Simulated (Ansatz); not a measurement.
Structure optimisation: scandium, bcc

These are results of DFT, m-r2SCAN, plane waves (500 eV) with PAW, scalar-relativistic in Ansatz, not measurements. The PAW files were generated under PBE, with cores re-solved for the functional.

k-point mesh 12×12×12, Fermi-Dirac smearing 0.05 eV, starting moments 1.00 μB. Cell and atoms relax.

Starting structure:

```yaml
crystal:
  lattice:
    - [-1.8420678645, 1.8420678645, 1.8420678645]
    - [1.8420678645, -1.8420678645, 1.8420678645]
    - [1.8420678645, 1.8420678645, -1.8420678645]
  atoms:
    - { symbol: Sc, position: [0.0, 0.0, 0.0], spin: 1.0 }
hamiltonian:
  xc: mr2scan
  pseudopotentials:
    kind: paw
    azcp:
      Sc: "pseudopotentials/Sc.paw.azcp"
basis:
  ecutwfc: 500
  fft_grid_basis: typed
kpoints:
  mp_grid: { grid: [12, 12, 12], shift: [0, 0, 0] }
magnetization:
  spin_polarized: true
scf:
  occupations: { method: fermi_dirac, width: 0.05 }
relax:
  max_steps: 60
  f_tol: 0.01
  cell: {}
output:
  write_density: true
  write_potential: true
  elf: true
  volumetric_format: npy
```

Question: What cell does the relaxation end in?

Answer: Im-3m (spin ignored) with a = 3.692 Å; 25.16 Å³ per atom against 25.00 at the start (0.6 %).

Question: How much energy does the relaxation gain?

Answer: 0.2 meV per atom.

Question: Which magnetic state does it end in?

Answer: ferromagnetic, net 0.59 μB per atom; moments 0.33 μB.

m-r²SCAN is r²SCAN on the gauge-invariant kinetic-energy density; without spin polarisation the two are equal.
